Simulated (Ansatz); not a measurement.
Values for one crystal, relaxed and computed with DFT-r²SCAN in the program Ansatz with PAW potentials; other levels are named.

| Property | Result |
|---|---|
| Volume per atom | 12.78 Å³ |
| Electronic character | metallic (no gap) |
| Density of states at the Fermi level | 0.93 states/eV per atom (mean over ±0.08 eV) |
| Bulk modulus (Birch–Murnaghan fit) | 1780 kbar |
| Formation energy from the elements (no fitted shifts) | 450 meV/atom |
| Pressure derivative B′ | 3.8 |

### Question
Which compound is it?
A) AlCr2C, P6_3/mmc (Al on 2d, Cr on 4f, C on 2a)
B) TiC, Pm-3m (Ti on 3c, C on 3d)
C) Re2C, P-3m1 (C on 1a, Re on 2d)
D) SiC2N4, Imma (Pearson symbol oI28)

### Answer
B, TiC, Pm-3m (Ti on 3c, C on 3d)

The start of the workflow was typed in or built on a structure type; neither database checked (COD, Materials Project) lists it. It is not the phase usual at ambient conditions (space group No. 225). The cell was relaxed with r²SCAN under the symmetry of its start; whether a distortion lowers the energy is not shown. No spin polarisation was allowed. Its formation energy is positive at this level, so the cell may be metastable or incomplete. The references are the lowest solids computed at this level, not always the standard phases.

Potentials: the earlier of the program's two PAW sets. The files were generated under PBE; for other functionals the program regenerates the frozen cores, and for LDA and PBEsol the local potential too.
